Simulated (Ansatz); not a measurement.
One crystal and one scan (frozen-phonon scan) at two levels, PBE (plane waves to 420 eV, PAW, scalar-relativistic; Ansatz, a quantum-chemistry and plane-wave program) and r2SCAN (plane waves to 500 eV, PAW, scalar-relativistic; Ansatz), each from its own relaxed cell and on its own mesh.

The crystal is GaP (zinc blende); a phonon pattern at L = (0.5, 0.0, 0.0) is frozen into a 4-atom cell, Q being the largest atomic displacement.

GaP was relaxed with its symmetry unable to fall.

```
quantity                                                                                  run 1  run 2
----------------------------------------------------------------------------------------  -----  -----
Lattice constant a (Å)                                                                    5.451  5.506
Band gap of the relaxed cell, no spin-orbit coupling (eV)                                  1.85   1.58
Harmonic wavenumber from the curvature (finite differences) (cm⁻¹ (negative: imaginary))    358    342
```

Problem. Which run is which level?

Solution. Run 2 is PBE, run 1 is r2SCAN. PBE gives the higher value for: lattice constant a. PBE gives the lower value for: band gap of the relaxed cell, no spin-orbit coupling; harmonic wavenumber from the curvature. Both give the same shape of the curve: a single well with its minimum at or next to zero displacement.

(For displaced atoms, the force is minus the slope of the energy, and its curvature is a force constant, which sets phonon frequencies.)
